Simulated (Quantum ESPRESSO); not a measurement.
pw.x input (Quantum ESPRESSO 7.5; LDA, PseudoDojo standard norm-conserving files, scalar-relativistic):

```
&CONTROL
  calculation = 'scf'
  pseudo_dir = './pseudo'
  outdir = './out'
  tprnfor = .true.
  tstress = .true.
/
&SYSTEM
  ibrav = 0
  nat = 3
  ntyp = 2
  ecutwfc = 84.0
  ecutrho = 336.0
  occupations = 'smearing'
  smearing = 'fd'
  degauss = 0.002
  nbnd = 19
  assume_isolated = '2D'
/
&ELECTRONS
  conv_thr = 3e-10
/
ATOMIC_SPECIES
S 32.0600 S.upf
Pt 195.0840 Pt.upf
CELL_PARAMETERS angstrom
  3.512501323822   0.000000000000   0.000000000000
 -1.756250661911   3.041915377257   0.000000000000
  0.000000000000   0.000000000000  15.500000000000
ATOMIC_POSITIONS crystal
S   0.333333333000   0.666666667000   0.078121820600
S   0.666666666333   0.333333333667  -0.078121820600
Pt  -0.000000000000   0.000000000333   0.000000000000
K_POINTS automatic
9 9 1 0 0 0
```

End of the output:

```
     total energy              =    -305.68987828 Ry
     estimated scf accuracy    <       0.00000007 Ry
     total energy              =    -305.68987829 Ry
     estimated scf accuracy    <          6.6E-09 Ry
     total energy              =    -305.68987829 Ry
     estimated scf accuracy    <          1.4E-09 Ry
[...]
     the Fermi energy is    -5.7682 ev
!    total energy              =    -305.68987829 Ry
     estimated scf accuracy    <          2.0E-11 Ry
     smearing contrib. (-TS)   =      -0.00000000 Ry
     internal energy E=F+TS    =    -305.68987829 Ry
     The total energy is F=E-TS. E is the sum of the following terms:
     one-electron contribution =   -1683.16834997 Ry
     hartree contribution      =     834.63062442 Ry
     xc contribution           =     -59.95655723 Ry
     ewald contribution        =     602.80440449 Ry
     convergence has been achieved in  11 iterations
     Forces acting on atoms (cartesian axes, Ry/au):
     atom    1 type  1   force =     0.00000000    0.00000000    0.00019146
     atom    2 type  1   force =     0.00000000    0.00000000   -0.00019146
     atom    3 type  2   force =    -0.00000000    0.00000000    0.00000000
     Total force =     0.000271     Total SCF correction =     0.000008
```
In a gapped system the printed Fermi energy is only some level inside the gap.

Spin-orbit coupling is not included.

Geometry relaxed with LDA.
